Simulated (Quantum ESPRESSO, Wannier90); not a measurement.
CdS (wurtzite): Wannier90 run

```xyz
4
Lattice="4.1688 0.0000 0.0000 -2.0844 3.6103 0.0000 0.0000 0.0000 6.7796" Properties=species:S:1:pos:R:3 pbc="T T T"
Cd    -2.0844     1.2034    -3.3883
Cd     2.0844    -1.2034     0.0015
S     -2.0844     1.2034    -0.8354
S      2.0844    -1.2034     2.5544
```

Structure: Materials Project mp-672, symmetrised, not relaxed again. COD (Crystallography Open Database) has the formula in 2 space groups, this one among them (matched by group alone). Method: PBEsol plane waves in Quantum ESPRESSO 7.5 (PseudoDojo norm-conserving files, 82 Ry, no spin polarisation, no spin-orbit coupling), Bloch states on a 6×6×4 mesh through Γ, Wannier90 4.0.1. Density: 12×12×6 mesh, Gaussian smearing 0.01 Ry.

A tight-binding model is made by disentanglement and projection with no localisation steps (num_iter = 0), so the 16 orbitals stay atom-like: hydrogen-like Cd: s;p; S: s;p, axes along x, y, z; frozen window up to 2.53 eV relative to the valence-band maximum. It follows pw.x to 2.0 meV rms for states up to 2.0 eV relative to the valence-band maximum. Matrix elements depend on this choice of orbitals and windows. Bands 11–20 (Cd 4d 95 %) lie between the kept ones and are excluded.

Q: What are the on-site energies relative to the valence-band maximum, and how fast do the hoppings decay?

A: 
```tsv
atom	orbitals	energy (eV)
Cd1	s	1.28
Cd1	pz	6.35
Cd1	px py	6.30
Cd2	s	1.28
Cd2	pz	6.35
Cd2	px py	6.30
S3	s	-10.52
S3	pz px py	0.17
S4	s	-10.52
S4	pz px py	0.17
```

```json
[
 {"distance of the centres (Å)": "2–3", "largest modulus (eV)": "2.5"},
 {"distance of the centres (Å)": "3–4", "largest modulus (eV)": "0.50"},
 {"distance of the centres (Å)": "4–5", "largest modulus (eV)": "0.47"},
 {"distance of the centres (Å)": "5–6", "largest modulus (eV)": "0.030"},
 {"distance of the centres (Å)": "6–7", "largest modulus (eV)": "0.16"},
 {"distance of the centres (Å)": "7–8", "largest modulus (eV)": "0.023"},
 {"distance of the centres (Å)": "8–9", "largest modulus (eV)": "0.017"},
 {"distance of the centres (Å)": "9–10", "largest modulus (eV)": "0.012"}
]
```
